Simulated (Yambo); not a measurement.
G0W0@LDA for Zn$_{2}$P$_{2}$O$_{7}$ (space group C2/m, No. 12) in Yambo. Reference settings: 2×2×4 Γ-centred k mesh, bands 9 to 201 and a 7 Ry block in the screening, 201 bands in G with the Bruneval-Gonze terminator, plasmon pole fitted at 27.2 eV. The LDA gap (0, 0, -0.5) → Γ on this mesh is 3.60 eV; G0W0 gaps are taken between the same points.

The settings were changed. The gap went from 6.14 eV to 5.72 eV, and the shift of the valence edge from -1.25 eV to -0.71 eV.

### Question
Name the change that produced these shifts.
A. wavefunctions cut at 20 Ry
B. 2×2×2 mesh
C. 1×1×2 mesh
D. 69 bands in W, 69 bands in G, 2 Ry block

### Answer
A, wavefunctions cut at 20 Ry. The others gave (gap, valence shift): 2×2×2 mesh: 6.14, -1.22 eV; 1×1×2 mesh: 6.05, -1.05 eV; 69 bands in W, 69 bands in G, 2 Ry block: 7.40, -1.87 eV.

Geometry of the Materials Project entry, not relaxed at this level; primitive cell a = b = 5.3532 Å, c = 4.5585 Å, α = β = 99.10°, γ = 103.17°.

The structure is a Materials Project entry; no match was found in the copy of COD used, and its stability was not checked.

A shift is the quasiparticle energy of the state minus its LDA energy.
